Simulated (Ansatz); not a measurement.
Computed with DFT PBE, scalar-relativistic, plane waves, PAW (Ansatz 0.2.0). All cells share a 420 eV cutoff and Γ-centred k meshes spaced at most about 0.3 Å⁻¹ (about 0.25 or finer for metals, 2π included). No spin polarisation in the final relaxations.

All energies are static (0 K, no zero-point motion).

Two forms of Ca3As were relaxed alike.

A.

```
Ca As
1.0
     4.85610    0.00000    0.00000
     0.00000    4.85610    0.00000
     0.00000    0.00000    4.85610
Ca As
3 1
Cartesian
  2.4281 0.0000 2.4281
  2.4281 2.4281 0.0000
  0.0000 2.4281 2.4281
  0.0000 0.0000 0.0000
```

B.

```
Ca As
1.0
     6.22124    0.00000    0.00000
     0.00000    6.22124    0.00000
     0.00000    0.00000    6.22124
Ca As
6 2
Direct
  0.25000 0.00000 0.50000
  0.50000 0.75000 0.00000
  0.75000 0.00000 0.50000
  0.50000 0.25000 0.00000
  0.00000 0.50000 0.75000
  0.00000 0.50000 0.25000
  0.00000 0.00000 0.00000
  0.50000 0.50000 0.50000
```

**Question.** Which form is favoured at zero pressure, and by what margin per atom?

**Answer.** A is lower, by 197 meV/atom. A has the Cu3Au (L1_2) type, space group Pm-3m (No. 221), 28.6 Å³/atom and no gap on its mesh; B has the A15 type, space group Pm-3n (No. 223), 30.1 Å³/atom and no gap. The denser one is the lower, and pressure would at first widen the difference. In A, around Ca lie 4 As at 3.43 Å and 8 Ca at 3.43 Å; around As lie 12 Ca at 3.43 Å. In B, Ca is surrounded by 2 Ca at 3.11 Å, 4 As at 3.48 Å and 8 Ca at 3.81 Å; As is surrounded by 12 Ca at 3.48 Å. Both come from invented guesses. A third cell relaxed alike, in P6_3/mcm, lies 94 meV/atom below the lower of the two.

In Pm-3m an odd number of electrons in the primitive cell allows no gap without spin; a larger cell or a magnetic state could open one. A magnetic state wasn't ruled out in cells without spin, among them Pm-3m, Pm-3n. Cells relaxed within their symmetry can be saddle points.
